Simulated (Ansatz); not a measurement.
## Structure search: one SiBr5 candidate

These are results of DFT PBE, scalar-relativistic, plane waves, PAW (Ansatz), not measurements. Cutoff 420 eV, Gaussian smearing, Γ-centred meshes. Cell and atoms relax first on a coarse mesh and then on a finer one. In between, the cell is made exact in the group found at 0.06 Å. In metals the finer mesh still leaves noise of several meV/atom or more. The steps can't lower the symmetry of their start. No spin polarisation.

The guess for SiBr5 was made by a generator: random cell by space group and Wyckoff sites (Immm, No. 71). The dimensions are guesses.

```cif
data_structure
_symmetry_space_group_name_H-M 'P 1'
_symmetry_Int_Tables_number 1
_cell_length_a 6.2575
_cell_length_b 6.2575
_cell_length_c 6.2575
_cell_angle_alpha 115.361
_cell_angle_beta 114.051
_cell_angle_gamma 99.447
_cell_volume 184.37
loop_
_atom_site_label
_atom_site_type_symbol
_atom_site_fract_x
_atom_site_fract_y
_atom_site_fract_z
_atom_site_occupancy
Si1 Si 0.00000 0.00000 0.00000 1
Br1 Br 0.00000 0.50000 0.50000 1
Br2 Br 0.56784 0.34303 0.22481 1
Br3 Br 0.88177 0.65697 0.22481 1
Br4 Br 0.11823 0.34303 0.77519 1
Br5 Br 0.43216 0.65697 0.77519 1
```

Energies over the elements count from the elements' standard structures at the same level, with no fitted energy shifts. The references include crystalline Br.

Question: What does it relax into?

Answer: The symmetry stays Immm (No. 71). The volume per atom grows by 28.6 %, from 30.7 to 39.5 Å³. The shortest distance goes from 2.26 Å (Br–Br) to 2.33 Å (Si–Br). The energy falls by about 1.6 eV/atom (the start's value is from the coarse mesh). The end is written in a standard setting, so origin, axes and order of atoms can differ from the start's. Conventional cell: a = 5.288 Å, b = 6.795 Å, c = 13.194 Å. Si has 4 Br at 2.33 Å and 2 Br at 2.64 Å; around Br on a site of symmetry mmm lie 2 Si at 2.64 Å; Br on a site of symmetry m has 1 Si at 2.33 Å.

```cif
data_structure
_symmetry_space_group_name_H-M 'Immm'
_symmetry_Int_Tables_number 71
_cell_length_a 5.2876
_cell_length_b 6.7948
_cell_length_c 13.1936
_cell_angle_alpha 90.000
_cell_angle_beta 90.000
_cell_angle_gamma 90.000
_cell_volume 474.03
loop_
_atom_site_label
_atom_site_type_symbol
_atom_site_symmetry_multiplicity
_atom_site_Wyckoff_symbol
_atom_site_fract_x
_atom_site_fract_y
_atom_site_fract_z
_atom_site_occupancy
Si1 Si 2 a 0.00000 0.00000 0.00000 1
Br1 Br 2 b 0.50000 0.00000 0.00000 1
Br2 Br 8 l 0.50000 0.26006 0.62581 1
```

Question: Give its energy and gap.

Answer: The energy over the elements is −0.32 eV/atom and the gap on the 10×10×10 mesh of the 6-atom cell is 0 eV (a metal).

The last run used Gaussian smearing of 0.10 eV. Weakly bound directions are ill-defined at this level, which has no dispersion term. An odd number of electrons in the primitive cell allows no gap without spin; a larger cell or a magnetic state could open one. The cell is a metal run without spin; a magnetic state may lie lower. The reference form of Br is held partly by dispersion forces, which this level lacks. Symmetry constrained the relaxation, so the result can be a saddle point. In all, the 3 runs took 24 min on 1 thread of Intel(R) Xeon(R) Processor @ 2.50GHz (Skylake/Cascade Lake), with other jobs on the host. Another cell of SiBr5 relaxed alike, in F-43m, lies 123 meV/atom lower, so this cell isn't the stable form at this level.
